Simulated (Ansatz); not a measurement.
**Structure relaxation, K**

The start is a generated cell, K built in the omega structure type. The structure is fully relaxed (lattice and positions, P = 0) with PBEsol (plane waves to 420 eV, PAW, scalar-relativistic; Ansatz, a quantum-chemistry and plane-wave program). The first steps use a coarse 5×5×7 k-mesh.

Input geometry:
```yaml
crystal:
  lattice:
    - [7.38835, 0.00000, 0.00000]
    - [-3.69418, 6.39850, 0.00000]
    - [0.00000, 0.00000, 4.49372]
  atoms:
    - { symbol: K, position: [0.00000, 0.00000, 0.00000] }
    - { symbol: K, position: [0.33333, 0.66667, 0.50000] }
    - { symbol: K, position: [0.66667, 0.33333, 0.50000] }
```

```json
{
  "energy_released": "under 0.01 eV/atom",
  "volume_change": "+0.6 %, from 70.81 to 71.27 Å³/atom",
  "band_gap_at_the_end": "zero (metallic)",
  "optimiser_moves": "2"
}
```

Final values are on a 7×7×11 k-mesh of the relaxed cell. No spin polarisation in the result.

The run could not lose the symmetry of its start: the end is stationary, and may be a saddle point rather than a minimum.

All atoms sit on sites fixed by symmetry, so only the cell could relax.

The relaxed structure here is a generated cell of K: the first start was made by placing the elements on the sites of a structure type, and the end was not matched to a known phase here, so it may be hypothetical. Known forms of K include space group No. 229.
